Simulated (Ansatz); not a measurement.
Input:

Relaxed SiO$_{2}$ (rutile):

```
SiO2
1.0
    4.19454     0.00000     0.00000
    0.00000     4.19454     0.00000
    0.00000     0.00000     2.67824
Si O
2 4
Direct
  0.50000   0.50000   0.50000
  0.00000   0.00000   0.00000
  0.80605   0.80605   0.50000
  0.30605   0.69395   0.00000
  0.69395   0.30605   0.00000
  0.19395   0.19395   0.50000
```

In each cell atom 5 (O, nearest neighbour Si at 1.765 Å; its periodic images, 2.7 Å or more away, move with it) moves by s·(0.707, 0.707, 0.000) (along Cartesian [110]), the rest being held.

Level of theory: PBEsol (plane waves to 420 eV, PAW, scalar-relativistic; Ansatz, a program for electronic structure). k mesh 6×6×10 (Γ-centred), Fermi-Dirac smearing 0.05 eV. Energies are smeared free energies. SiO2 was relaxed with its symmetry unable to fall. The PAW data are Ansatz's earlier set. ΔE is measured from the undisplaced structure.

The scan covers s from -0.180 to 0.180 Å in 11 points.

Q: Is the energy the same for equal positive and negative displacements?

A: Even: the same for both signs. With its periodic images moving along, the atom's site symmetry in this cell is mm2.

Q: What is the force constant k = d²E/ds² of this move at s = 0?

A: 11.3 eV/Å².

(A displaced cell: forces are minus the slopes of the energy, force constants its curvatures, and phonons follow from these.)
